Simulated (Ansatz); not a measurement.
## SiNi3: do the settings matter for the field gradients?

Cell: a computed structure from the Materials Project (it need not be an observed phase).

```yaml
crystal:
  lattice:
    - [3.46374, 0.00000, 0.00000]
    - [0.00000, 3.46374, 0.00000]
    - [0.00000, 0.00000, 3.46374]
  atoms:
    - { symbol: Si, position: [0.00000, 0.00000, 0.00000] }
    - { symbol: Ni, position: [0.00000, 0.50000, 0.50000] }
    - { symbol: Ni, position: [0.50000, 0.50000, 0.00000] }
    - { symbol: Ni, position: [0.50000, 0.00000, 0.50000] }
```

Atoms are numbered from 1 in the order listed; like atoms form one site, named after its first atom.

Reference run. Method: Kohn–Sham DFT in Ansatz, PBE, plane waves and PAW, scalar-relativistic, collinear spin, 420 eV cutoff, Γ-centred 10×10×10 k-points, Fermi–Dirac smearing 0.05 eV. Start moments as typed (μB): 1.5 on each Ni, none on the rest.

Task: The input is changed as follows: `scf.convergence.dr2_threshold`: not typed → 1e-09; `basis.xc_grid`: not typed → 1; `kpoints.mp_grid.grid`: [10, 10, 10] → [3, 3, 3]. What happens to V_zz (10²¹ V/m²) and η?

Result: 

```json
{"site": "Ni", "atom": "2", "V_zz reference": "-4.98", "η reference": "0.00", "V_zz changed": "-5.44", "η changed": "0.00"}
```

The largest change of V_zz is on Ni, from -4.98 to -5.44. In per cent, |V_zz| changes by +9 on Ni (all sites that start above 2). Sites without a gradient aren't listed. SCF iterations: 12 and 14. New warnings: stress scf threshold loose. In the changed run the k-mesh is coarser than the standard one, so its values aren't converged ones.

On the reference run: At this cell the PBE pressure is 9 GPa, so with PBE the cell would grow if it were relaxed. The entry's cell may itself be off. With no gap above 0.1 eV, as in a metal, the gradients converge slowly in k; expect changes of a tenth or more on a denser mesh. With these PAW files V_zz is typically within 2 to 3 % of all-electron values, but misses above 10 % occur on Ni. The start moments die out, and the run ends without spin.
